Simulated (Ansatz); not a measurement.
Co (hcp, Mg type)

```xyz
2
Lattice="2.4939 0.0000 0.0000 -1.2470 2.1598 0.0000 0.0000 0.0000 4.0317" Properties=species:S:1:pos:R:3 pbc="T T T"
Co     0.0000     1.4399     3.0238
Co     1.2470     0.7199     1.0079
```

This relaxed cell (volume V₀) is scaled evenly in all directions, its shape held. Symmetry pins the atoms to their sites.

Method: PBE (plane waves to 420 eV, PAW, scalar-relativistic; Ansatz, an electronic-structure program). k mesh 21×21×12 (Γ-centred), Fermi-Dirac smearing 0.05 eV. Compression counts positive. Co was relaxed with its symmetry unable to fall. Relaxed Co ends ferromagnetic. The PAW data are Ansatz's earlier set. Other magnetic orders were not checked, so this need not be the ground state.

At one point of the scan the stress tensor (GPa) is:

```
   17.2      0.0      0.0
    0.0     17.2      0.0
    0.0      0.0     17.2
```

Question: Which point is it?
A) V/V₀ = 0.950
B) V/V₀ = 0.967
C) V/V₀ = 0.933
D) V/V₀ = 0.917

Answer: C, V/V₀ = 0.933

(Under strain, the slope of the energy per volume gives the stress and its curvature an elastic modulus.)
